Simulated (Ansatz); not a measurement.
Lu:
```
CELL_PARAMETERS angstrom
      3.50405     0.00000     0.00000
     -1.75203     3.03460     0.00000
      0.00000     0.00000     5.45451
ATOMIC_POSITIONS crystal
  Lu 0.33333 0.66667 0.75000
  Lu 0.66667 0.33333 0.25000
```

Relaxed with r²SCAN. Special points in fractions of this cell's reciprocal vectors: Γ (0.000, 0.000, 0.000); M (0.500, 0.000, 0.000); K (0.333, 0.333, 0.000); A (0.000, 0.000, 0.500); L (0.500, 0.000, 0.500); H (0.333, 0.333, 0.500).

**Question.** List the band energies nearest the Fermi level at these points for r²SCAN (plane waves, PAW; program Ansatz).

**Answer.** In eV from the Fermi level; about four levels below and three above (degenerate sets whole), none deeper than 8.9 eV; points with the same levels are listed once.

```tsv
k	below	above
Γ	-4.89 -4.89 -4.87 -4.87 -2.40	0.58 2.45 2.45
M	-2.39 -1.43 -0.83 -0.44	1.75 2.10 2.65
K	-1.04 -1.04 -0.73 -0.63	1.46 1.46 2.99
A	-4.87 -4.87 -4.54 -4.54	1.38 1.38 2.35 2.35 2.35 2.35
L	-4.90 -4.90 -4.90 -4.90 -2.12 -2.12	0.09 0.09 1.47 1.47
H	-0.51 -0.51 -0.47 -0.47	0.33 0.33 3.74 3.74
```

Space group P6_3/mmc (hcp (Mg type)). Symmetry was held in the r²SCAN relaxation. Scalar-relativistic: spin–orbit coupling is off unless named, which matters more the heavier the elements.

Potentials: the earlier of the program's two PAW sets.
